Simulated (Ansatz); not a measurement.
Input:

Ge2Sb2Te5:
```
CELL_PARAMETERS angstrom
      4.17714     0.00000     0.00000
     -2.08857     3.61751     0.00000
      0.00000     0.00000    16.88213
ATOMIC_POSITIONS crystal
  Ge 0.00000 0.00000 0.33908
  Ge 0.00000 0.00000 0.66092
  Sb 0.33333 0.66667 0.11729
  Sb 0.66667 0.33333 0.88271
  Te 0.00000 0.00000 0.00000
  Te 0.33333 0.66667 0.77959
  Te 0.66667 0.33333 0.22041
  Te 0.33333 0.66667 0.42218
  Te 0.66667 0.33333 0.57782
```

This is the LDA-relaxed structure. x, y and z are the axes in which the lattice vectors are written.

Problem. All from plane-wave PAW LDA (Ansatz code), unless another level is named. Predict the Hill bulk and shear moduli.

Solution. 43.9 and 26.4 GPa.

Problem. Predict the highest zone-centre frequency.

Solution. 183 cm⁻¹.

Problem. Next, the elastic constants (relaxed ions, GPa)?

Solution. C11 = 83.3, C12 = 27.0, C13 = 30.7, C14 = -18.3, C33 = 57.0, C44 = 40.8.

Space group P-3m1. Symmetry was held in the LDA relaxation. A crystal of weakly bound layers computed without a dispersion correction: the cell and the soft elastic constants depend strongly on that. A small band overlap can be real or an error of a semilocal functional. As this level gives no gap, shear constants depend on the k-mesh and smearing (Fermi–Dirac, 0.1 eV here). As this level gives no gap, phonon frequencies hold no LO–TO term and depend on the k-mesh and smearing (Fermi–Dirac, 0.1 eV here). Scalar-relativistic: spin–orbit coupling is off unless named, which matters more the heavier the elements.

Potentials: the later of the program's two PAW sets.
